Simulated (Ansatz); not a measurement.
Given:

Fe:
```yaml
crystal:
  lattice:
    - [2.40725, 0.00000, 0.00000]
    - [-1.20363, 2.08474, 0.00000]
    - [0.00000, 0.00000, 3.80331]
  atoms:
    - { symbol: Fe, position: [0.33333, 0.66667, 0.25000] }
    - { symbol: Fe, position: [0.66667, 0.33333, 0.75000] }
```

This is the LDA-relaxed structure.

### Question
All from LDA in the plane-wave PAW code Ansatz, unless another level is named. Give the bulk modulus (Birch–Murnaghan fit).

### Answer
349 GPa.

### Question
Next, the highest zone-centre frequency?

### Answer
347 cm⁻¹.

Space group P6_3/mmc (hcp (Mg type)). This is a known high-pressure phase of the composition, computed here at zero pressure and temperature. The LDA relaxation kept the symmetry of its start; of distortions, only those at the zone centre were tested. The run is not spin-polarised. As this level gives no gap, phonon frequencies hold no LO–TO term and depend on the k-mesh and smearing (Fermi–Dirac, 0.1 eV here). On the denser mesh and wider smearing of the elastic run this cell carries a stress of 0.7 GPa.

Potentials: the later of the program's two PAW sets.
